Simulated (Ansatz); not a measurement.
The elements of this relaxed trial crystal are hidden behind letters.

```
lattice vectors (Å)
   5.3633    0.0000    0.0000
   0.0000    5.3633    0.0000
   0.0000    0.0000    3.3926
fractional positions
X 0.7351 0.7351 0.0000
X 0.2649 0.2649 0.0000
X 0.2649 0.7351 0.0000
X 0.7351 0.2649 0.0000
Z 0.0000 0.0000 0.5000
```

Theory: Ansatz 0.2.0, DFT PBE, scalar-relativistic, plane waves, PAW. Plane waves to 420 eV, an 8×8×12 mesh through Γ for the 5-atom cell and 0.10 eV Gaussian smearing; no spin polarisation.

- Space group: P4/mmm (No. 123)
- Conventional cell: a = 5.363 Å, c = 3.393 Å
- Volume per atom: 19.52 Å³
- Density: 5.00 g/cm³
- Energy over the elements: +0.08 eV/atom
- Gap on the 8×8×12 mesh of the 5-atom cell: 0 eV (a metal)

Energies are uncorrected and count from the elements' standard states at the same level.

Question: X is a d-block element of period 4 and Z is a p-block element of period 3. Which elements are they?

Answer: X = Zn, Z = S, so the formula is Zn4S. Density times volume gives a mean mass of 5.00 × 19.52/1.6605 = 58.8 u per atom, and this set has 58.7 u. Zn is surrounded by 2 Zn at 2.52 Å, 2 S at 2.63 Å and 2 Zn at 2.84 Å; S is surrounded by 8 Zn at 2.63 Å and 2 S at 3.39 Å. Other sets within the hints have nearly the same mass, so mass alone doesn't settle it; this one was computed.

Symmetry constrained the relaxation, so the result can be a saddle point. Another cell of Zn4S relaxed alike, in P-43m, lies 63 meV/atom lower, so this cell isn't the stable form at this level.
